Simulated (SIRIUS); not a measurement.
Set-up for a self-consistent single point of HfSi (P1, 8 atoms in the cell; from Materials Project mp-1042, changed as shown).

```
CELL_PARAMETERS angstrom
      6.95710     0.00000     0.00000
      0.00000     3.82023     0.00000
      0.00000     0.00000     5.29553
ATOMIC_POSITIONS crystal
  Hf 0.67514 0.21074 0.37439
  Hf 0.32486 0.75000 0.62561
  Hf 0.82486 0.75000 0.87439
  Hf 0.17514 0.25000 0.12561
  Si 0.54312 0.25000 0.86087
  Si 0.45688 0.75000 0.13913
  Si 0.95688 0.75000 0.36087
  Si 0.04312 0.25000 0.63913
```

Computed with PBEsol, GBRV PBEsol ultrasoft pseudopotentials (plane waves; SIRIUS).

SIRIUS settings:

- parameters.ngridk = 4 4 4
- parameters.xc_functionals = [XC_GGA_X_PBE_SOL, XC_GGA_C_PBE_SOL]
- parameters.gk_cutoff = 6.325 1/bohr
- parameters.pw_cutoff = 14.143 1/bohr
- parameters.smearing = cold
- parameters.smearing_width = 0.00999582 Ha
- potentials = GBRV PBEsol ultrasoft pseudopotentials
- parameters.electronic_structure_method = pseudopotential
- parameters.num_bands = 38
- parameters.num_mag_dims = 0
- parameters.num_dft_iter = 100
- parameters.energy_tol = 1e-07 Ha
- parameters.density_tol = 1e-06
- mixer.type = anderson
- mixer.beta = 0.3
- mixer.use_hartree = true

Results:

```
Quantity                                                 Result
------------------------------------------------  -------------
Number of valence electrons                                  64
Number of bands                                              38
Number of k-points after the program's reduction             36
Number of plane waves (most at a k-point)                  4080
Number of SCF iterations                                     19
FFT grid                                           64 × 36 × 48
Free energy E − TS                                -9155.1311 eV
Fermi level (on the code's own zero)                   13.54 eV
Pressure                                              -7.46 GPa
Largest force (vector length)                        1.439 eV/Å
```

Forces (eV/Å):
| atom | Fx | Fy | Fz |
|---|---|---|---|
| Hf1 | 0.003 | 1.437 | 0.074 |
| Hf2 | -0.046 | -0.114 | -0.003 |
| Hf3 | -0.016 | -0.126 | -0.006 |
| Hf4 | 0.024 | -0.034 | 0.000 |
| Si5 | 0.037 | -0.028 | -0.083 |
| Si6 | -0.129 | -0.597 | 0.034 |
| Si7 | 0.072 | -0.548 | -0.116 |
| Si8 | 0.055 | 0.010 | 0.102 |

Stress (GPa, positive for compression):
```
-7.41   0.07   0.12
 0.07  -6.61   0.34
 0.12   0.34  -8.36
```

For comparison: a first run was changed to give this one (atom 1 moved by -0.15 angstrom along y), and from it to this one the free energy goes up by 13.5 meV/atom, the pressure goes from -7.86 to -7.46 GPa and the largest force goes from 0.126 to 1.439 eV/Å.

Forces above 1 eV/Å remain at this geometry. The structure comes from a collection of computed structures, made at another level of theory; the collection holds predicted forms beside known ones. Its lattice was then scaled. No clean gap shows at this smearing width and mesh (spacing up to 0.41 Å⁻¹); the mesh is coarse for partly filled bands, so the values carry mesh errors.

Cost on one core: roughly 2.2 core-minutes.
